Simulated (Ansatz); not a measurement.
Input and command of a calculation in Ansatz (plane waves; scalar-relativistic PAW potentials unless the input names others):

```yaml
crystal:
  lattice:
    - [0.0, 2.7476758537, 2.7476758537]
    - [2.7476758537, 0.0, 2.7476758537]
    - [2.7476758537, 2.7476758537, 0.0]
  atoms:
    - { symbol: Hg, position: [0.0, 0.0, 0.0] }
    - { symbol: W, position: [0.5, 0.5, 0.5] }
basis:
  ecutwfc: 420
kpoints:
  mp_grid: { grid: [12, 12, 12] }
hamiltonian:
  xc: pbe
scf:
  occupations: { method: gaussian, width: 0.1 }
output:
  forces: true
  eigenvalues: true
  stress: true
```

```bash
ansatz run input.yaml --threads 1 --pin off --max-ram 2560MiB --backend cpu --events-out ev --progress --plain --runs-dir out
```

Abridged log:
```
Pseudopotentials: kind: paw
Pseudopotential: Hg, paw, valence charge 20, recommended cutoff 420 eV (normal)
Pseudopotential: W, paw, valence charge 14, recommended cutoff 420 eV (normal)
Functional definition: PBE
Crystal: 2 atoms, lattice volume = 41.488 Å³
Basis set: ecut = 420 eV, 869 PW (Γ), exchange–correlation on 54×54×54 points (8 copies of the dense FFT grid, shifted against one another)
Bands: 21, of which v1, the nominal top of the filled ones, is band 17 counted from 1 (16 counted from 0)
Symmetry: 48 space group operations
Space group: Fm-3m (ITA 225), of the structure as read, at distance tolerance 3.5e-5 Å
k-points: 72 of 1728
Initial density: superposition of atomic densities (neutral atoms: chi_scale 0, normalization atom), corrected by the library's trained network
Initial wavefunctions: pseudopotential atomic-orbital guess
Functional: x = pbe(κ = 0.804, μ = 0.21951497), c = pbe(β = 0.06672455)
SCF iter   1: F=—  HF=-24194.510176 eV  |F-HF|=—  |Δ(HF+E_count)|=         —  Δρ=7.76e-3  dr2=3.76e-2  ethr=1.77e-3  ⟨swp⟩=5.2  Hψ=6065  notcnv=0
SCF iter   2: F=—  HF=-24194.503793 eV  |F-HF|=—  |Δ(HF+E_count)|=   6.38e-3  Δρ=3.27e-3  dr2=5.33e-3  ethr=1.11e-4  ⟨swp⟩=1.0  Hψ=2090  notcnv=0
SCF iter   3: F=—  HF=-24194.503582 eV  |F-HF|=—  |Δ(HF+E_count)|=   2.11e-4  Δρ=1.23e-3  dr2=3.72e-4  ethr=1.57e-5  ⟨swp⟩=2.0  Hψ=2094  notcnv=0
SCF iter   4: F=—  HF=-24194.503742 eV  |F-HF|=—  |Δ(HF+E_count)|=   1.60e-4  Δρ=2.26e-4  dr2=2.32e-5  ethr=1.10e-6  ⟨swp⟩=2.8  Hψ=2752  notcnv=0
SCF iter   5: F=—  HF=-24194.503752 eV  |F-HF|=—  |Δ(HF+E_count)|=   9.50e-6  Δρ=5.43e-5  dr2=1.20e-6  ethr=6.82e-8  ⟨swp⟩=2.0  Hψ=1806  notcnv=0
SCF iter   6: F=—  HF=-24194.503752 eV  |F-HF|=—  |Δ(HF+E_count)|=   2.00e-7  Δρ=1.44e-5  dr2=1.08e-7  ethr=2.94e-10  ⟨swp⟩=6.0  Hψ=6581  notcnv=0
SCF iter   7: F=-24194.503752 eV  HF=-24194.503752 eV  |F-HF|=5.89e-10  |Δ(HF+E_count)|=   1.55e-9  Δρ=3.63e-6  dr2=4.42e-9  ethr=2.94e-10  ⟨swp⟩=4.1  Hψ=4750  notcnv=0
SCF 1 converged in 7 iterations: F = -24194.503752 eV  dr2 = 4.42e-9
SCF converged after 7 iterations
Free energy (F): -24194.503752 eV
Harris-Foulkes:  -24194.503752 eV  (|F-HF|=5.89e-10)
Internal energy: -24194.493454 eV  (E = F + TS)
E sigma→0 (E₀):  -24194.498603 eV
Entropy (-TS):   -0.010298 eV (-5.149 meV/atom)
Fermi energy:    17.100608 eV
--- Forces (eV/Å), atoms counted from 1 ---
  atom   1  Hg     0.00000000     0.00000000     0.00000000
  atom   2  W      0.00000000     0.00000000     0.00000000
--- Stress (GPa, compression-positive) ---
       -0.034201       0.000000       0.000000
        0.000000      -0.034201       0.000000
        0.000000       0.000000      -0.034201
  P = ⅓ Tr σ = -0.0342 GPa (-0.342 kbar)
```

Apart from outputs, empty bands and the relaxation, which only the reference makes, the input differs from a reference run on usual settings in kpoints.mp_grid.grid: [18, 18, 18] → [12, 12, 12]. The reference, at the same geometry, ended its own course with pressure -0.02 GPa, largest force 0.000 eV/Å, no gap on the mesh. This run converged in 7 SCF iterations with an energy at zero smearing 0.63 meV/atom below the reference's, pressure -0.03 GPa, largest force 0.000 eV/Å, no gap on the mesh. Its k mesh is looser than usual, yet energy, pressure and forces hardly moved.

It took 3.4 s on 1 thread of Arm Neoverse V1, with other jobs on the host, peak memory 0.34 GiB.